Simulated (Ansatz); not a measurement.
A relaxed structure of Si3N4. Space group I-43d (No. 220). Method: r2SCAN (plane waves to 500 eV, PAW, scalar-relativistic; Ansatz, a quantum-chemistry and plane-wave program).

```cif
data_N8Si6
_chemical_formula_sum 'Si6 N8'
_space_group_name_H-M_alt 'P 1'
_space_group_IT_number 1
_cell_length_a 5.57951
_cell_length_b 5.57951
_cell_length_c 5.57951
_cell_angle_alpha 109.471
_cell_angle_beta 109.471
_cell_angle_gamma 109.471
loop_
_space_group_symop_operation_xyz
  'x, y, z'
loop_
_atom_site_label
_atom_site_type_symbol
_atom_site_fract_x
_atom_site_fract_y
_atom_site_fract_z
_atom_site_occupancy
Si1 Si 0.25000 0.62500 0.37500 1
Si2 Si 0.75000 0.87500 0.12500 1
Si3 Si 0.37500 0.25000 0.62500 1
Si4 Si 0.12500 0.75000 0.87500 1
Si5 Si 0.62500 0.37500 0.25000 1
Si6 Si 0.87500 0.12500 0.75000 1
N1 N 0.93749 0.93749 0.93749 1
N2 N 0.50000 0.00000 0.56251 1
N3 N 0.00000 0.56251 0.50000 1
N4 N 0.56251 0.50000 0.00000 1
N5 N 0.43749 0.43749 0.43749 1
N6 N 0.50000 0.00000 0.06251 1
N7 N 0.06251 0.50000 0.00000 1
N8 N 0.00000 0.06251 0.50000 1
```

**Question.** Estimate the band gap that r2SCAN returns for this input.

**Answer.** 4.75 eV, indirect (valence top at k = (0, 0.3333, 0.3333), conduction bottom at k = (0.1667, 0.1667, -0.1667)) (no spin-orbit coupling).

**Question.** What smallest direct gap does r2SCAN give?

**Answer.** 4.93 eV at k = (0, 0, 0.1667).

No spin polarisation in the result.

The run could not lose the symmetry of its start.

The first start was generated by placing the elements on the sites of a structure type. A measured structure of Si3N4 has the same space group, I-43d (No. 220); the sites were not compared with it. Another known form has space group No. 176.
